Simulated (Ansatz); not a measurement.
BaHfO₃ (cubic perovskite, Pm-3m), DFT-LDA in the program Ansatz with PAW potentials: ε∞ = 4.77, cell volume 70.00 Å³. Infrared-active transverse modes:

```json
[
 {"ω_TO (cm⁻¹)": "103.6", "oscillator strength S_xx (e²/amu)": "0.3027"},
 {"ω_TO (cm⁻¹)": "184.5", "oscillator strength S_xx (e²/amu)": "0.9922"},
 {"ω_TO (cm⁻¹)": "544.6", "oscillator strength S_xx (e²/amu)": "0.7889"}
]
```

Compute the static dielectric constant.

Each mode adds (4.921e7/V) S/ω²: 19.81, 20.48, 1.87. So ε0 = 46.9.

The LDA relaxation kept the symmetry of its start; phonons on a q-mesh show weakly imaginary modes. No spin polarisation was allowed. Spin–orbit coupling is left out wherever it is not named.

Potentials: the later of the program's two PAW sets.
